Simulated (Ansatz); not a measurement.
SrSi:
```
SrSi
1.0
    2.41633    -5.65187     0.00000
    2.41633     5.65187     0.00000
    0.00000     0.00000     4.05322
Sr Si
2 2
Cartesian
  2.41633  -1.56382   3.03992
  2.41633   1.56382   1.01331
  2.41633  -4.93093   3.03992
  2.41633   4.93093   1.01331
```

Relaxed with r²SCAN.

Task: Map the electron localisation function on the plane through (0.638, 0.362, 0.750) spanned by u = [0, 0, 1] and v = [1, -1, 0] in lattice vectors, from the program Ansatz at the r²SCAN level (PAW).

Result: x is the fraction of u, y of v (the angle between them is 90°; rows are the nearest grid lines); atoms in the plane: Sr at (0.00, 0.00), Sr at (0.50, 0.72), Si at (0.00, 0.30), Si at (0.50, 0.43).
```
|  *@@#-  ...  -#@@*  |
|@@@@#-  .:::.  -#@@@@|
|@@%#-   .:::.   -#%@@|
|                     |
|...    .-=+=-.    ...|
|::.  -#@@@@@@@#-  .::|
|:.  :*@@%+-+%@@*:  .:|
|..  :#@@%=:=%@@#:  ..|
|     .=#%@@@%#=.     |
|                     |
|  ..:-----------:..  |
| .:-+#%@@@@@@@%#+-:. |
|..:=+####***####+=:..|
|==+*###=:=#=:=###*+==|
|+*##%%%*-:::-*%%%##*+|
|-=*%@@@%#*+*#%@@@%*=-|
|#=:=###*+===+*###=:=#|
|***###+=:...:=+###***|
|@@@@%#+=:...:=+#%@@@@|
|@@%%#*=-.. ..-=*#%%@@|
|                     |
|@@%#=.         .=#%@@|
|%@@@%+.   .   .+%@@@%|
|  *@@#-  ...  -#@@*  |
```
Scale: ten equal steps from 0.009 (start of ' ') to 0.895 (end of '@'), in the order ' .:-=+*#%@'; x runs from 0.000 to 1.00, y from 0.000 (bottom) to 1.00 (top).

The density is the valence pseudo-density with augmentation charge, so density and ELF within about 1 Å of a nucleus are not all-electron values.

Space group Cmcm. The workflow started from an entry of the Crystallography Open Database (COD). Whether it is the stable phase at ambient conditions was not checked. The r²SCAN relaxation kept the symmetry of its start; whether a distortion lowers the energy is not shown.

Potentials: the later of the program's two PAW sets.
